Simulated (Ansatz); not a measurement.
Here is the system:

NbIr:
```yaml
crystal:
  lattice:
    - [0.00000, 2.60677, 2.60677]
    - [2.60677, 0.00000, 2.60677]
    - [2.60677, 2.60677, 0.00000]
  atoms:
    - { symbol: Ir, position: [0.00000, 0.00000, 0.00000] }
    - { symbol: Nb, position: [0.50000, 0.50000, 0.50000] }
```

This is the PBEsol-relaxed structure.

Task: All from PBEsol (plane waves, PAW; program Ansatz), unless another level is named. Give the highest zone-centre frequency.

Result: 128 cm⁻¹.

Task: What about the bulk modulus (Birch–Murnaghan fit)?

Result: 2200 kbar.

Space group Fm-3m (rock salt). The start of the workflow was typed in or built on a structure type; neither database checked (COD, Materials Project) lists it. COD files the formula under space group No. 123. Whether it is the stable phase at ambient conditions was not checked. The PBEsol relaxation kept the symmetry of its start. At this level the phase is mechanically unstable. The run is not spin-polarised. As this level gives no gap, phonon frequencies hold no LO–TO term and depend on the k-mesh and smearing (Fermi–Dirac, 0.1 eV here). Spin–orbit coupling is left out wherever it is not named.

Potentials: the later of the program's two PAW sets.
